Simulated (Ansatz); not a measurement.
A distorted cell of Fe2O3 (corundum):

```xyz
10
Lattice="2.4336 1.4051 4.5242 -2.4336 1.4051 4.5242 0.0000 -2.8101 4.5242" Properties=species:S:1:pos:R:3 pbc="T T T"
Fe     0.0000     0.0000     4.6874
Fe     0.0000     0.0000     2.0990
Fe     0.0000     0.0000     8.8854
Fe     0.0000     0.0000    11.4738
O     -0.9208     1.4051     7.9174
O     -0.7564    -1.5000     7.9174
O      1.6772     0.0949     7.9174
O      0.9208    -1.4051     5.6553
O      0.7564     1.5000     5.6553
O     -1.6772    -0.0949     5.6553
```

The numbers are results of PBE (plane waves to 420 eV, PAW, scalar-relativistic; Ansatz, a first-principles code), not measurements. k mesh 12×12×12 (Γ-centred), Fermi-Dirac smearing 0.05 eV. E stands for the smeared free energy. Stress and pressure are positive under compression. At this level the bands of Fe2O3 touch or barely overlap; measurements give the solid a gap. Fe2O3 is run spin-polarised and with no Hubbard U; the real compound is an antiferromagnetic insulator, a state that this run doesn't describe. Fe2O3 was relaxed with its symmetry unable to fall. Relaxed Fe2O3 ends ferromagnetic. The PAW data are Ansatz's earlier set. The relaxed volume of Fe2O3 is well below the measured one. The magnetic order is the one the run started from; other orders were not tried.

Task: What is the stress tensor (GPa)?

Result: 
```
  -12.8      0.0      0.0
    0.0    -12.8      0.0
    0.0      0.0    -13.2
```
The pressure, a third of the trace, is -12.9 GPa.

Task: It is the relaxed cell scaled evenly to V/V₀ = 1.060, atoms relaxed where free. What is its energy relative to the relaxed cell?

Result: 22 meV/atom.

(A scan under strain: stresses follow from slopes of the energy per volume, elastic moduli from its curvatures.)
